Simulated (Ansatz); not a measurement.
With PBE (plane waves, PAW; program Ansatz), MoPd in the CsCl type structure (Pm-3m) relaxes to a = 3.159 Å. Against the elements it lies at 0.46 eV/atom, with no fitted shifts.

Electronic character: metallic (no gap). Gap from PBE with spin–orbit coupling: none (metallic).

The bulk modulus is 212 GPa.

The start of the workflow was typed in or built on a structure type; neither database checked (COD, Materials Project) lists it. Its standing as an ambient phase is unchecked. The cell was relaxed with PBE under the symmetry of its start; its stability against distortions is not shown here. The run is not spin-polarised. Its formation energy is positive at this level, so the cell may be metastable or incomplete. The references are the lowest solids computed at this level, not always the standard phases. Spin–orbit coupling is left out wherever it is not named.

Potentials: the earlier of the program's two PAW sets.
